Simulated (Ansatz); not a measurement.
A relaxation computed with Ansatz, from input to last step.

```yaml
crystal:
  lattice:
    - [1.6338154534, 0.9432837918, 5.2040047776]
    - [-1.6338154534, 0.9432837918, 5.2040047776]
    - [0.0, -1.8865675837, 5.2040047776]
  atoms:
    - { symbol: K, position: [0.0, 0.0, 0.0] }
    - { symbol: Ru, position: [0.5, 0.5, 0.5] }
basis:
  ecutwfc: 420
kpoints:
  mp_grid: { grid: [6, 6, 6] }
hamiltonian:
  xc: pbe
scf:
  occupations: { method: gaussian, width: 0.1 }
  lower_state_search: "off"
output:
  forces: true
  stress: true
  eigenvalues: true
relax:
  adjacent_minimum: "off"
  f_tol: 0.04
  max_steps: 70
  cell: { stress_tol: 0.4 }
```

```bash
ansatz run input.yaml --threads 1 --pin off --max-ram 2560MiB --backend cpu --events-out ev --progress --plain --runs-dir out
```

Theory: DFT PBE, scalar-relativistic, plane waves, PAW in Ansatz.

Of 7 frames 7 are shown, positions in Å and forces in eV/Å; the SCF threshold varies from step to step. Steps run on the plane waves of an earlier cell, with a Pulay correction in the pressure. The basis is chosen afresh for the last frame, the zero of the energies, and at times for earlier ones too; energy and pressure step there, also at an unchanged geometry.

```xyz
2
Lattice="1.6338 0.9433 5.2040 -1.6338 0.9433 5.2040 0.0000 -1.8866 5.2040" Properties=species:S:1:pos:R:3:forces:R:3 pbc="T T T" step=1 free_energy_over_end_meV_per_atom=407.72 pressure_GPa=-5.03
K     0.0000    0.0000    0.0000    0.0000    0.0000    0.0000
Ru    0.0000    0.0000    7.8060    0.0000    0.0000    0.0000
2
Lattice="1.5537 0.8970 5.4064 -1.5537 0.8970 5.4064 0.0000 -1.7940 5.4064" Properties=species:S:1:pos:R:3:forces:R:3 pbc="T T T" step=2 free_energy_over_end_meV_per_atom=204.90 pressure_GPa=-5.18
K     0.0000    0.0000    0.0000    0.0000    0.0000    0.0000
Ru    0.0000    0.0000    8.1096    0.0000    0.0000    0.0000
2
Lattice="1.4740 0.8510 5.5265 -1.4740 0.8510 5.5265 0.0000 -1.7021 5.5265" Properties=species:S:1:pos:R:3:forces:R:3 pbc="T T T" step=3 free_energy_over_end_meV_per_atom=57.71 pressure_GPa=-2.84
K     0.0000    0.0000    0.0000    0.0000    0.0000    0.0000
Ru    0.0000    0.0000    8.2897    0.0000    0.0000    0.0000
2
Lattice="1.3942 0.8049 5.7172 -1.3942 0.8049 5.7172 0.0000 -1.6099 5.7172" Properties=species:S:1:pos:R:3:forces:R:3 pbc="T T T" step=4 free_energy_over_end_meV_per_atom=4.03 pressure_GPa=2.37
K     0.0000    0.0000    0.0000    0.0000    0.0000    0.0000
Ru    0.0000    0.0000    8.5757    0.0000    0.0000    0.0000
2
Lattice="1.4118 0.8151 5.7906 -1.4118 0.8151 5.7906 0.0000 -1.6302 5.7906" Properties=species:S:1:pos:R:3:forces:R:3 pbc="T T T" step=5 free_energy_over_end_meV_per_atom=0.38 pressure_GPa=-0.64
K     0.0000    0.0000    0.0000    0.0000    0.0000    0.0000
Ru    0.0000    0.0000    8.6859    0.0000    0.0000    0.0000
2
Lattice="1.4104 0.8143 5.7497 -1.4104 0.8143 5.7497 0.0000 -1.6286 5.7497" Properties=species:S:1:pos:R:3:forces:R:3 pbc="T T T" step=6 free_energy_over_end_meV_per_atom=-0.22 pressure_GPa=0.01
K     0.0000    0.0000    0.0000    0.0000    0.0000    0.0000
Ru    0.0000    0.0000    8.6246    0.0000    0.0000    0.0000
2
Lattice="1.4104 0.8143 5.7497 -1.4104 0.8143 5.7497 0.0000 -1.6286 5.7497" Properties=species:S:1:pos:R:3:forces:R:3 pbc="T T T" step=7 free_energy_over_end_meV_per_atom=0.00 pressure_GPa=0.07
K     0.0000    0.0000    0.0000    0.0000    0.0000    0.0000
Ru    0.0000    0.0000    8.6246    0.0000    0.0000    0.0000
```

The start puts this composition into another compound's structure type, which needn't suit it. At the end the space group is R-3m (tolerance 0.05 Å).

The run took 10 s on 1 thread of Arm Neoverse V2, on a shared host, peak memory 0.32 GiB.

The k mesh is coarse.